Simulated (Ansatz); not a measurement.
InAs:
```xyz
2
Lattice="0.0000 3.0540 3.0540 3.0540 0.0000 3.0540 3.0540 3.0540 0.0000" Properties=species:S:1:pos:R:3 pbc="T T T"
As     4.5809     4.5809     4.5809
In     0.0000     0.0000     0.0000
```

Relaxed with HSE06.

Question: Give the Bader charges and basin volumes of the independent atoms, DFT-HSE06 in the program Ansatz with PAW potentials.

Answer: 

```
atom  Bader charge (e)  Bader volume (Å³)
----  ----------------  -----------------
As1              -0.85               33.5
In2              +0.85               23.5
```

Space group F-43m (zinc blende). The cell was relaxed with HSE06 under the symmetry of its start.

Potentials: the later of the program's two PAW sets.
